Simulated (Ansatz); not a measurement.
MgSe:
Space group F-43m (No. 216); a = b = c = 5.8714 Å, α = β = γ = 90.00°

```tsv
atom	site	symmetry	x	y	z
Mg	4a	-43m	0.0000	0.0000	0.0000
Se	4c	-43m	0.2500	0.2500	0.2500
```
(The calculation used a cell of 2 atoms; values per cell refer to that cell.)

Relaxed with LDA.

**Question.** Which orbitals make up the states near the band edges in the program Ansatz at the LDA level (PAW)?

**Answer.** Top 1 eV of the valence band: Se 4p 97 %. Bottom 1 eV of the conduction band: Mg 3s 36 %, Se 4s 13 %, Se 4p 7 %, outside the projected shells 44 %. Projections are on Löwdin-orthogonalised atomic valence shells; empty p or d shells of many metals are not among them.

**Question.** Tabulate the density of states.

**Answer.** States/eV per cell of 2 atoms, in 0.25 eV bins, energy from the valence-band maximum.

```csv
E (eV),total,Se 4p,Mg 3s,Se 4s
-7.85,0.00,0.00,0.00,0.00
-7.60,0.00,0.00,0.00,0.00
-7.35,0.00,0.00,0.00,0.00
-7.10,0.00,0.00,0.00,0.00
-6.85,0.00,0.00,0.00,0.00
-6.60,0.00,0.00,0.00,0.00
-6.35,0.00,0.00,0.00,0.00
-6.10,0.00,0.00,0.00,0.00
-5.85,0.00,0.00,0.00,0.00
-5.60,0.00,0.00,0.00,0.00
-5.35,0.00,0.00,0.00,0.00
-5.10,0.00,0.00,0.00,0.00
-4.85,0.00,0.00,0.00,0.00
-4.60,0.00,0.00,0.00,0.00
-4.35,0.00,0.00,0.00,0.00
-4.10,0.00,0.00,0.00,0.00
-3.85,0.00,0.00,0.00,0.00
-3.60,0.00,0.00,0.00,0.00
-3.35,0.22,0.18,0.04,0.00
-3.10,1.13,0.90,0.21,0.01
-2.85,3.76,2.88,0.79,0.05
-2.60,1.27,0.96,0.25,0.04
-2.35,0.53,0.40,0.09,0.03
-2.10,0.77,0.67,0.06,0.02
-1.85,1.43,1.30,0.08,0.02
-1.60,1.43,1.31,0.07,0.01
-1.35,1.75,1.64,0.05,0.01
-1.10,2.76,2.63,0.04,0.01
-0.85,2.83,2.72,0.03,0.01
-0.60,2.97,2.88,0.01,0.00
-0.35,2.34,2.28,0.01,0.00
-0.10,0.82,0.80,0.00,0.00
0.15,0.00,0.00,0.00,0.00
0.40,0.00,0.00,0.00,0.00
0.65,0.00,0.00,0.00,0.00
0.90,0.00,0.00,0.00,0.00
1.15,0.00,0.00,0.00,0.00
1.40,0.00,0.00,0.00,0.00
1.65,0.00,0.00,0.00,0.00
1.90,0.00,0.00,0.00,0.00
2.15,0.00,0.00,0.00,0.00
2.40,0.00,0.00,0.00,0.00
2.65,0.00,0.00,0.00,0.00
2.90,0.02,0.00,0.01,0.00
3.15,0.04,0.00,0.02,0.01
3.40,0.14,0.01,0.03,0.01
3.65,0.29,0.02,0.05,0.02
3.90,0.44,0.03,0.09,0.02
4.15,0.67,0.05,0.16,0.03
4.40,1.23,0.11,0.38,0.07
4.65,1.62,0.15,0.49,0.07
4.90,1.88,0.16,0.49,0.06
5.15,1.53,0.12,0.33,0.03
5.40,0.71,0.07,0.20,0.02
5.65,0.46,0.06,0.12,0.01
5.90,0.84,0.09,0.20,0.01
6.15,2.59,0.23,0.52,0.03
6.40,1.87,0.16,0.36,0.02
6.65,1.26,0.09,0.21,0.01
6.90,0.64,0.02,0.05,0.00
7.15,1.57,0.05,0.08,0.01
7.40,2.73,0.09,0.16,0.01
```

The first step of the workflow began from a Materials Project structure, measured or hypothetical; the Crystallography Open Database copy checked does not list it. COD files the formula under space group No. 225. Its standing as an ambient phase is unchecked. Symmetry was held in the LDA relaxation; its stability against distortions is not shown here. Scalar-relativistic: spin–orbit coupling is off unless named, which matters more the heavier the elements.

Potentials: the later of the program's two PAW sets.
